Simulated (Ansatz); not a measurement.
CaGaN:
```
CaGaN
1.0
    3.52898     0.00000     0.00000
    0.00000     3.52898     0.00000
    0.00000     0.00000     7.47720
Ga Ca N
2 2 2
Cartesian
  0.00000   1.76449   0.61521
  1.76449   0.00000   6.86199
  0.00000   1.76449   4.85079
  1.76449   0.00000   2.62642
  0.00000   1.76449   2.46111
  1.76449   0.00000   5.01609
```

Relaxed with PBEsol. Special points in fractions of this cell's reciprocal vectors: Γ (0.000, 0.000, 0.000); X (0.000, 0.500, 0.000); M (0.500, 0.500, 0.000); Z (0.000, 0.000, 0.500); R (0.000, 0.500, 0.500); A (0.500, 0.500, 0.500).

Task: List the band energies nearest the Fermi level at these points for PBEsol in the plane-wave PAW code Ansatz.

Result: In eV from the Fermi level; about four levels below and three above (degenerate sets whole), none deeper than 8.9 eV; points with the same levels are listed once.

```json
[
 {"k": "Γ", "below": "-1.11 -1.11 -0.80 -0.80", "above": "1.99 2.16 2.16"},
 {"k": "X", "below": "-1.91 -1.91 -1.80 -1.80", "above": "3.62 3.62 4.81 4.81"},
 {"k": "M", "below": "-1.45 -1.45 -0.96 -0.96", "above": "3.61 3.61 4.33 4.33"},
 {"k": "Z", "below": "-1.11 -1.11 -0.86 -0.86", "above": "1.15 2.07 2.70 2.70"},
 {"k": "R", "below": "-2.33 -2.33 -1.81 -1.81", "above": "3.12 3.12 5.20 5.20"},
 {"k": "A", "below": "-0.88 -0.88 -0.16 -0.16", "above": "1.74 1.74 5.00 5.00"}
]
```

Space group P4/nmm. The workflow started from an entry of the Crystallography Open Database (COD). Whether it is the stable phase at ambient conditions was not checked. The PBEsol relaxation kept the symmetry of its start; its stability against distortions is not shown here. Scalar-relativistic: spin–orbit coupling is off unless named, which matters more the heavier the elements.

Potentials: the later of the program's two PAW sets.
